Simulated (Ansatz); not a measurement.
The relaxed structure here is a generated cell of ZnInGaO4: the first start was made by a random draw of sites in a space group, and the end was not matched to a known phase here, so it may be hypothetical. Known forms of ZnInGaO4 include space group No. 160.

A structure of ZnInGaO$_{4}$ relaxed with PBEsol (plane waves to 420 eV, PAW, scalar-relativistic; Ansatz, an electronic-structure program); single points at other levels follow on the same geometry (Ansatz, PAW; PBEsol+SOC at 420 eV on a 8×8×8 k-mesh; spin-orbit coupling only where +SOC is written). Space group I-4 (No. 82).

Space group I-4 (No. 82); a = 5.794 Å, b = 5.794 Å, c = 5.685 Å, α = 90.00°, β = 90.00°, γ = 90.00°

| atom | site | symmetry | x | y | z |
|---|---|---|---|---|---|
| Ga | 2c | -4.. | 0.0000 | 0.5000 | 0.2500 |
| In | 2d | -4.. | 0.5000 | 0.0000 | 0.2500 |
| O | 8g | 1 | 0.1908 | 0.3545 | 0.0305 |
| Zn | 2b | -4.. | 0.0000 | 0.0000 | 0.5000 |
(The calculation used a cell of 7 atoms; values per cell refer to that cell.)

```
level         gap (eV)        kind  conduction minimum
----------  ----------  ----------  ------------------
PBEsol            0.85    indirect                   Γ
PBEsol+SOC  (withheld)  (withheld)          (withheld)
```

**Question.** Complete the blanks.

**Answer.** 
- PBEsol+SOC, gap (eV): 0.85
- PBEsol+SOC, kind: indirect
- PBEsol+SOC, conduction minimum: Γ

The shift from spin-orbit coupling is approximate. No spin polarisation in the result.

The run could not lose the symmetry of its start, so the end can be a saddle point.
